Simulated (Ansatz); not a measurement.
Data sheet: B (DFT)

B:
```yaml
crystal:
  lattice:
    - [0.00000, 2.01591, 2.01591]
    - [2.01591, 0.00000, 2.01591]
    - [2.01591, 2.01591, 0.00000]
  atoms:
    - { symbol: B, position: [0.00000, 0.00000, 0.00000] }
    - { symbol: B, position: [0.25000, 0.25000, 0.25000] }
```

Space group Fd-3m (No. 227), diamond; conventional cell a = b = c = 4.032 Å, α = β = γ = 90.00°.

Method: DFT-PBEsol in the program Ansatz with PAW potentials. Structure relaxed to zero pressure with the same functional. Other levels are named where they apply.

Cell and energy:

- Volume per atom = 8.19 Å³
- Density = 2.19 g/cm³

Electronic structure:

* **Electronic character**: metallic (no gap)
* **Density of states at the Fermi level**: 0.43 states/eV per atom (mean over ±0.08 eV)

Mechanics:

- Bulk modulus (Birch–Murnaghan fit): 1830 kbar
- Pressure derivative B′: 3.5
- Elastic constants (relaxed ions, GPa): C11 = 113, C12 = 218, C44 = -72.9
- Mechanical stability: unstable (C has a negative eigenvalue)

Phonons:

* **Highest zone-centre frequency**: 574 cm⁻¹
* **Zone-centre stability**: no imaginary mode at Γ

The start of the workflow was typed in or built on a structure type; neither database checked (COD, Materials Project) lists it. It is not the phase usual at ambient conditions (space group No. 166). Symmetry was held in the PBEsol relaxation. As this level gives no gap, shear constants depend on the k-mesh and smearing (Fermi–Dirac, 0.1 eV here). As this level gives no gap, phonon frequencies hold no LO–TO term and depend on the k-mesh and smearing (Fermi–Dirac, 0.1 eV here).

Potentials: the later of the program's two PAW sets.
